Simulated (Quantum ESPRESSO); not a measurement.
## Calculated data, AlInGa2P4 (made-up cell)

Computed with Quantum ESPRESSO 7.5. Calculation on a made-up crystal cell, not a measurement: periodic Kohn-Sham density functional theory in plane waves with PseudoDojo standard norm-conserving scalar-relativistic pseudopotentials, each functional with its own files (v0.5 for PBE, v0.4.1 for LDA and PBEsol), no spin polarisation, no spin-orbit coupling, atoms not relaxed, stress positive in tension, energies less a fixed whole-eV offset for each atom's element; levels are Kohn-Sham levels at fractions of this cell's reciprocal vectors, counted from the reference band (half the neutral cell's valence electrons, rounded up) at Gamma; error bars cover cutoff and k-mesh only, not smearing or the files; added strain carries the atoms with the cell, and shear is the tensor component; each bar is the largest change over components, and at least 0.002 eV, 0.002 eV per angstrom or 0.02 GPa; energies are for the whole cell, and the offsets were chosen from early runs and are not element reference energies.

AlInGa2P4 (made-up cell)

```cif
# cell vector a (Å): 5.6751 0.0701 0.0302
# cell vector b (Å): 0.0701 5.7713 -0.0311
# cell vector c (Å): 0.0302 -0.0311 5.5897
data_AlInGa2P4
_symmetry_space_group_name_H-M 'P 1'
_symmetry_Int_Tables_number 1
_cell_length_a 5.6756
_cell_length_b 5.7718
_cell_length_c 5.5899
_cell_angle_alpha 90.624
_cell_angle_beta 89.390
_cell_angle_gamma 88.598
_cell_volume 183.04
loop_
_atom_site_label
_atom_site_type_symbol
_atom_site_fract_x
_atom_site_fract_y
_atom_site_fract_z
_atom_site_occupancy
In1 In 0.98789 0.00402 0.99780 1
Ga1 Ga 0.99517 0.46741 0.49849 1
Ga2 Ga 0.47603 0.99631 0.49133 1
Al1 Al 0.48720 0.47113 0.98312 1
P1 P 0.26679 0.23092 0.23737 1
P2 P 0.26839 0.73767 0.73339 1
P3 P 0.76504 0.26627 0.76930 1
P4 P 0.77883 0.75867 0.24384 1
```

Settings of this run: lattice type zincblende/diamond, functional pbe, cutoff 1088 eV, fermi dirac smearing 0.025 eV, scf tolerance 1e-07 eV, electrons removed 0 and k mesh 4 x 4 x 4, shifted by half a step.

The calculation gives: free energy less offsets -0.6021 eV; smearing term minus ts 0 eV; scf iterations 10; pressure 0.7092 GPa; stress xx -0.6579 GPa; stress yy 0.09693 GPa; stress zz -1.567 GPa; stress yz 2.911 GPa; stress xz 0.8454 GPa; stress xy 0.7813 GPa; error bar energy 0.008077 eV; error bar stress 0.02 GPa; error bar force 0.002072 eV/Å; error bars from tighter rerun of a related cell.

Atoms:
```csv
atoms element,atom site,atom energy offset (eV)
In,1,-1808
Ga,2,-2080
Ga,3,-2080
Al,4,-64
P,5,-189
P,6,-189
P,7,-189
P,8,-189
```

Forces:
```csv
site,x (eV/Å),y (eV/Å),z (eV/Å)
1,1.806,-0.8122,-0.6928
2,0.7118,1.465,-0.5852
3,1.886,-0.6929,0.2076
4,0.5139,1.881,0.7454
5,-0.2468,1.213,0.6432
6,-0.6162,-0.6545,0.05969
7,-1.474,-0.04128,-2.144
8,-2.58,-2.358,1.766
```
